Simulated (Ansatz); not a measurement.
The relaxed structure here is a generated cell of HfN: the first start was made by a random draw of sites in a space group, and the end was not matched to a known phase here, so it may be hypothetical. Known forms of HfN include space group No. 225.

One stationary structure of HfN. The numbers are results of PBEsol (plane waves to 420 eV, PAW, scalar-relativistic; Ansatz, an electronic-structure program), not measurements.

```xyz
2
Lattice="3.2021 0.0000 0.0000 0.0000 3.2021 0.0000 0.0000 0.0000 3.9704" Properties=species:S:1:pos:R:3 pbc="T T T"
Hf     0.0000     0.0000     0.0000
N      0.0000     0.0000     1.9852
```

Q: Find the space group and the Wyckoff positions (tolerance 0.01 Å).

A: Space group P4/mmm (No. 123); a = b = 3.202 Å, c = 3.970 Å, α = β = γ = 90.00°

```
atom  site  symmetry       x       y       z
----  ----  --------  ------  ------  ------
Hf      1a     4/mmm  0.0000  0.0000  0.0000
N       1b     4/mmm  0.0000  0.0000  0.5000
```

Q: Give the shortest distances between elements (the closest pairs, up to four, under 3.6 Å).

A: Hf–N 1.99 Å; Hf–Hf 3.20 Å; N–N 3.20 Å.

* **Volume per atom**: 20.35 Å³
* **Band gap**: zero (metallic)

No spin polarisation in the result. The relaxed primitive cell holds an odd number of electrons. A magnetic state may lie lower.

The run could not lower the symmetry of its start; a shaken copy of this end point relaxes with PBEsol to Fm-3m (No. 225), 2.66 eV/atom lower.
